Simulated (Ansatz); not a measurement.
Given:

In4Te3:
```
In4Te3
1.0
   12.96760     0.00000     0.00000
    0.00000    16.06138     0.00000
    0.00000     0.00000     4.46231
In Te
16 12
Direct
  0.65440   0.28467   0.00000
  0.34560   0.71533   0.00000
  0.15440   0.21533   0.50000
  0.84560   0.78467   0.50000
  0.47249   0.18743   0.00000
  0.52751   0.81257   0.00000
  0.97249   0.31257   0.50000
  0.02751   0.68743   0.50000
  0.60931   0.57070   0.00000
  0.39069   0.42930   0.00000
  0.10931   0.92930   0.50000
  0.89069   0.07070   0.50000
  0.35445   0.04147   0.00000
  0.64555   0.95853   0.00000
  0.85445   0.45853   0.50000
  0.14555   0.54147   0.50000
  0.35287   0.93010   0.50000
  0.64713   0.06990   0.50000
  0.85287   0.56990   0.00000
  0.14713   0.43010   0.00000
  0.86074   0.22358   0.00000
  0.13926   0.77642   0.00000
  0.36074   0.27642   0.50000
  0.63926   0.72358   0.50000
  0.14185   0.09909   0.00000
  0.85815   0.90091   0.00000
  0.64185   0.40091   0.50000
  0.35815   0.59909   0.50000
```

This is the r²SCAN-relaxed structure.

Task: All from DFT-r²SCAN in the program Ansatz with PAW potentials, unless another level is named. Estimate the band gap.

Result: 0.36 eV (direct).

Task: And the formation energy from the elements (no fitted shifts)?

Result: -0.40 eV/atom.

Task: And the valence-band maximum?

Result: at Γ.

Space group Pnnm. The first step of the workflow began from a Materials Project structure, measured or hypothetical; the Crystallography Open Database files this formula in space group No. 58, but the cells were not matched. Whether it is the stable phase at ambient conditions was not checked. Symmetry was held in the r²SCAN relaxation; whether a distortion lowers the energy is not shown. The references are the lowest solids computed at this level, not always the standard phases. Spin–orbit coupling is left out wherever it is not named.

Potentials: the later of the program's two PAW sets.
